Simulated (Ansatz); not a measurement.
Zr5Sn3Se:
```
Zr5Sn3Se
1.0
    8.62117     0.00000     0.00000
   -4.31059     7.46616     0.00000
    0.00000     0.00000     6.05492
Zr Sn Se
10 6 2
Direct
  0.33333   0.66667   0.50000
  0.66667   0.33333   0.50000
  0.66667   0.33333   0.00000
  0.33333   0.66667   0.00000
  0.73731   0.00000   0.25000
  0.26269   0.00000   0.75000
  0.73731   0.73731   0.75000
  0.26269   0.26269   0.25000
  0.00000   0.73731   0.25000
  0.00000   0.26269   0.75000
  0.39611   0.00000   0.25000
  0.60389   0.00000   0.75000
  0.39611   0.39611   0.75000
  0.60389   0.60389   0.25000
  0.00000   0.39611   0.25000
  0.00000   0.60389   0.75000
  0.00000   0.00000   0.50000
  0.00000   0.00000   0.00000
```

Relaxed with r²SCAN. Special points in fractions of this cell's reciprocal vectors: Γ (0.000, 0.000, 0.000); M (0.500, 0.000, 0.000); K (0.333, 0.333, 0.000); A (0.000, 0.000, 0.500); L (0.500, 0.000, 0.500); H (0.333, 0.333, 0.500).

List the band energies nearest the Fermi level at these points for the program Ansatz at the r²SCAN level (PAW).

In eV from the Fermi level; about four levels below and three above (degenerate sets whole), none deeper than 8.9 eV; points with the same levels are listed once.

| k | below | above |
|---|---|---|
| Γ | -1.07 -1.07 -1.01 -1.01 -0.64 | 0.51 0.51 0.87 |
| M | -0.64 -0.61 -0.51 -0.01 | 0.07 0.48 0.50 |
| K | -0.13 -0.13 -0.09 -0.09 | 0.12 0.12 0.44 |
| A | -0.84 -0.84 -0.84 -0.84 | 0.01 0.01 0.73 0.73 0.73 0.73 |
| L | -0.33 -0.33 -0.21 -0.21 | 0.55 0.55 0.67 0.67 |
| H | -0.60 -0.60 -0.60 -0.60 -0.44 -0.44 | 0.83 0.83 1.02 1.02 1.02 1.02 |

Space group P6_3/mcm. The workflow started from a Materials Project entry (that database holds measured and hypothetical structures alike); the Crystallography Open Database copy checked does not list it. Its standing as an ambient phase is unchecked. Symmetry was held in the r²SCAN relaxation; its stability against distortions is not shown here. No spin polarisation was allowed. Spin–orbit coupling is left out wherever it is not named.

Potentials: the earlier of the program's two PAW sets.
